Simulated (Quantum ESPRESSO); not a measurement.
WMo5RuAg, input and log of a self-consistent run

A calculation, not a measurement. The program is pw.x of Quantum ESPRESSO 7.5 (plane-wave density functional theory). The cell is made up: eight metal atoms on a face-centred cubic lattice, with elements, volume, strain and displacements drawn at random and not relaxed, so it may be unstable or far from any real phase. PseudoDojo standard norm-conserving files set the functional (PBE unless stated); there is no spin polarisation or spin-orbit coupling, the Fermi-Dirac width of 0.25 eV means electrons at about 2900 K, and the masses in the input are unused placeholders. Heavy elements are run without spin-orbit coupling, which real alloys of them have. A spin test at this wide smearing found no moment, but such smearing suppresses magnetism that the real alloy may have.

Input:

```
&control calculation='scf', pseudo_dir='./dojo.nc.sr.pbe.v0_5.standard.upf', outdir='./o', disk_io='minimal', tprnfor=.true., tstress=.true. /
&system ibrav=0, nat=8, ntyp=4, nbnd=77, ecutwfc=84.00895049, nosym=.true., tot_charge=0,
 occupations='smearing', smearing='fd', degauss=0.0183746611
/
&electrons conv_thr=1.470e-08, electron_maxstep=70, mixing_beta=0.5 /
ATOMIC_SPECIES
Ag 1.0 Ag.upf
Mo 1.0 Mo.upf
Ru 1.0 Ru.upf
W 1.0 W.upf
CELL_PARAMETERS angstrom
-0.0024 -2.024 -2.0564
-5.9377 -1.9735 -0.0577
-2.0336 3.937 -6.0608
ATOMIC_POSITIONS angstrom
W -0.0126 0.0519 -0.05
Mo -2.1512 1.9612 -4.1209
Mo -1.9025 0.1684 -1.9178
Mo -3.8737 2.0305 -6.1179
Ru -3.9781 -0.0649 -4.0908
Ag -4.0553 -1.9675 -2.0972
Mo -6.0636 -0.1697 -6.0333
Mo -5.9791 -2.0711 -4.0695
K_POINTS automatic
8 4 3 1 1 1
```

The log is shortened where brackets say so; the opening notice, blank lines, dates and the lines on written files are dropped, and the path of the files is cut. It prints rydbergs, bohrs and kilobars, and counts compression as positive stress. Its total energy is the free energy E - TS of the whole cell.

```
     Program PWSCF v.7.5
     Parallel version (MPI & OpenMP), running on       4 processor cores
     Number of MPI processes:                 4
     Threads/MPI process:                     1
     [start-up lines left out]
     bravais-lattice index     =            0
     lattice parameter (alat)  =       5.4526  a.u.
     unit-cell volume          =     869.8349 (a.u.)^3
     number of atoms/cell      =            8
     number of atomic types    =            4
     number of electrons       =       119.00
     number of Kohn-Sham states=           77
     kinetic-energy cutoff     =      84.0090  Ry
     charge density cutoff     =     336.0358  Ry
     scf convergence threshold =      1.5E-08
     mixing beta               =       0.5000
     number of iterations used =            8  plain     mixing
     Exchange-correlation= PBE
                           (   1   4   3   4   0   0   0)
     [axes and pseudopotential details left out]
   Cartesian axes
     site n.     atom                  positions (alat units)
         1        W      tau(   1) = (  -0.0043669   0.0179873  -0.0173288  )
         2        Mo     tau(   2) = (  -0.7455542   0.6797047  -1.4282048  )
         3        Mo     tau(   3) = (  -0.6593607   0.0583634  -0.6646634  )
         4        Mo     tau(   4) = (  -1.3425312   0.7037225  -2.1203170  )
         5        Ru     tau(   5) = (  -1.3787138  -0.0224928  -1.4177729  )
         6        Ag     tau(   6) = (  -1.4054694  -0.6818882  -0.7268391  )
         7        Mo     tau(   7) = (  -2.1014979  -0.0588139  -2.0909967  )
         8        Mo     tau(   8) = (  -2.0722122  -0.7177934  -1.4103908  )
     number of k points=    48  Fermi-Dirac smearing, width (Ry)=  0.0184
                       cart. coord. in units 2pi/alat
        k(    1) = (  -0.0546322  -0.0162911  -0.0715967), wk =   0.0416667
        k(    2) = (   0.0041890  -0.1985090   0.1076816), wk =   0.0416667
     [further k points left out]
     Dense  grid:    90435 G-vectors     FFT dimensions: (  32,  72,  90)
     Estimated max dynamical RAM per process >     328.69 MB
     Estimated total dynamical RAM >       1.22 GB
     Initial potential from superposition of free atoms
     starting charge     118.9911, renormalised to     119.0000
     Starting wfcs are   80 randomized atomic wfcs
     total cpu time spent up to now is        9.0 secs
     per-process dynamical memory:   246.4 Mb
     Self-consistent Calculation
     iteration #  1     ecut=    84.01 Ry     beta= 0.50
     Davidson diagonalization with overlap
     ethr =  1.00E-02,  avg # of iterations =  4.0
     total cpu time spent up to now is       31.5 secs
     total energy              =   -1365.34477061 Ry
     estimated scf accuracy    <       2.36210075 Ry
     iteration #  2     ecut=    84.01 Ry     beta= 0.50
     Davidson diagonalization with overlap
     ethr =  1.98E-03,  avg # of iterations =  4.1
     total cpu time spent up to now is       54.6 secs
     total energy              =   -1364.53745747 Ry
     estimated scf accuracy    <      19.56707333 Ry
     iteration #  3     ecut=    84.01 Ry     beta= 0.50
     Davidson diagonalization with overlap
     ethr =  1.98E-03,  avg # of iterations =  3.4
     total cpu time spent up to now is       76.2 secs
     total energy              =   -1365.75969623 Ry
     estimated scf accuracy    <       9.41908779 Ry
     iteration #  4     ecut=    84.01 Ry     beta= 0.50
     Davidson diagonalization with overlap
     ethr =  1.98E-03,  avg # of iterations =  2.0
     total cpu time spent up to now is       94.1 secs
     total energy              =   -1366.32264816 Ry
     estimated scf accuracy    <       1.45396705 Ry
     iteration #  5     ecut=    84.01 Ry     beta= 0.50
     Davidson diagonalization with overlap
     ethr =  1.22E-03,  avg # of iterations =  1.0
     total cpu time spent up to now is      110.8 secs
     total energy              =   -1366.39997257 Ry
     estimated scf accuracy    <       0.52873158 Ry
     [iterations 6 to 17 left out]
     iteration # 18     ecut=    84.01 Ry     beta= 0.50
     Davidson diagonalization with overlap
     ethr =  1.80E-09,  avg # of iterations =  1.0
     total cpu time spent up to now is      353.0 secs
     total energy              =   -1366.47560883 Ry
     estimated scf accuracy    <       0.00000098 Ry
     iteration # 19     ecut=    84.01 Ry     beta= 0.50
     Davidson diagonalization with overlap
     ethr =  8.22E-10,  avg # of iterations =  1.1
     total cpu time spent up to now is      370.2 secs
     total energy              =   -1366.47560887 Ry
     estimated scf accuracy    <       0.00000047 Ry
     iteration # 20     ecut=    84.01 Ry     beta= 0.50
     Davidson diagonalization with overlap
     ethr =  3.95E-10,  avg # of iterations =  1.0
     total cpu time spent up to now is      387.9 secs
     total energy              =   -1366.47560891 Ry
     estimated scf accuracy    <       0.00000006 Ry
     iteration # 21     ecut=    84.01 Ry     beta= 0.50
     Davidson diagonalization with overlap
     ethr =  5.05E-11,  avg # of iterations =  1.9
     total cpu time spent up to now is      405.9 secs
     total energy              =   -1366.47560891 Ry
     estimated scf accuracy    <       0.00000005 Ry
     iteration # 22     ecut=    84.01 Ry     beta= 0.50
     Davidson diagonalization with overlap
     ethr =  4.01E-11,  avg # of iterations =  1.1
     total cpu time spent up to now is      422.8 secs
     End of self-consistent calculation
     [lines on levels left out]
!    total energy              =   -1366.47560892 Ry
     estimated scf accuracy    <          3.2E-09 Ry
     smearing contrib. (-TS)   =      -0.13282602 Ry
     internal energy E=F+TS    =   -1366.34278290 Ry
     The total energy is F=E-TS. E is the sum of the following terms:
     one-electron contribution =    -300.75479842 Ry
     hartree contribution      =     222.59823976 Ry
     xc contribution           =    -216.58365845 Ry
     ewald contribution        =   -1071.60256578 Ry
     convergence has been achieved in  22 iterations
     Forces acting on atoms (cartesian axes, Ry/au):
     atom    1 type  4   force =     0.03166065   -0.00885542    0.02740753
     atom    2 type  2   force =    -0.00563940   -0.02897359    0.02800730
     atom    3 type  2   force =    -0.06797090    0.00409037   -0.02247671
     atom    4 type  2   force =    -0.05261141   -0.02335243    0.00884585
     atom    5 type  3   force =    -0.00706183    0.00887804   -0.00379213
     atom    6 type  1   force =     0.06207893   -0.00928299    0.01662820
     atom    7 type  2   force =     0.03105118    0.01248743   -0.01402757
     atom    8 type  2   force =     0.00849278    0.04500860   -0.04059247
     Total force =     0.146435     Total SCF correction =     0.000197
     Computing stress (Cartesian axis) and pressure
          total   stress  (Ry/bohr**3)                   (kbar)     P=       15.81
   0.00020275   0.00003079  -0.00010232           29.83        4.53      -15.05
   0.00003079   0.00005117  -0.00005018            4.53        7.53       -7.38
  -0.00010232  -0.00005018   0.00006842          -15.05       -7.38       10.07
     init_run     :      8.57s CPU      8.89s WALL (       1 calls)
     electrons    :    405.36s CPU    413.72s WALL (       1 calls)
     forces       :      2.46s CPU      2.47s WALL (       1 calls)
     stress       :      8.73s CPU      8.74s WALL (       1 calls)
     [timing details left out]
     PWSCF        :   7m 5.34s CPU   7m14.06s WALL
     JOB DONE.
```

In other units: free energy -18591.848 eV for the cell, pressure 1.58 GPa, largest force component 1.748 eV/Å in size. The run took 436 s of wall time with four MPI processes on a shared machine (Intel Xeon, older, virtual cores), so the time is rough. A rerun of this cell at a higher cutoff and on a denser mesh moved values by no more than 0.007 eV in energy, 0.08 GPa in stress and 0.009 eV/Å in force, and a second program with other atomic files agreed on that cell to 2 % rms in force and 0.5 GPa in pressure.